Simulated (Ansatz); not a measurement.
# As (A7 type, space group R-3m), energy against volume

As (A7 type, space group R-3m)

Space group R-3m, hexagonal axes (No. 166); a = 3.761 Å, b = 3.761 Å, c = 10.734 Å, α = 90.00°, β = 90.00°, γ = 120.00°

```csv
atom,site,symmetry,x,y,z
As,6c,3m,0.0000,0.0000,0.2260
```
(The calculation used a cell of 2 atoms; values per cell refer to that cell.)

E(V) scan at fixed shape, V₀ the volume above. The atoms relax within the cell's symmetry.

All values below come from r2SCAN+rVV10 (plane waves to 500 eV, PAW, scalar-relativistic; Ansatz, an electronic-structure program). k mesh 15×15×15 (Γ-centred), Fermi-Dirac smearing 0.05 eV. E stands for the smeared free energy. Compression counts positive. With the shape held, the modulus is that of even scaling; a crystal free to change shape is softer. As was relaxed with its symmetry unable to fall. ΔE is measured from the relaxed starting cell.

```csv
V (Å³/cell),ΔE (kJ/mol of atoms),P (GPa)
39.45,4.3,6.9
40.54,2.4,4.9
41.64,1.0,3.2
42.73,0.2,1.5
43.83,0.0,0.0
44.93,0.2,-1.4
46.02,0.9,-2.6
47.12,1.9,-3.7
48.21,3.3,-4.6
```

Read from the data:

| Property | Result |
|---|---|
| Pressure at the smallest volume | 6.9 GPa |
| Energy cost of the largest compression | 45 meV/atom |
| Energy cost of the largest expansion | 34 meV/atom |
| Bulk modulus at fixed cell shape B₀ (third-order Birch-Murnaghan fit) | 56.8 GPa |
| Pressure derivative B₀′ (fit) | 2.9 |
| Equilibrium volume of the fit | 21.92 Å³/atom |
| Pressure for 5 % compression (fit) | 3.1 GPa |

(A scan under strain: stresses follow from slopes of the energy per volume, elastic moduli from its curvatures.)
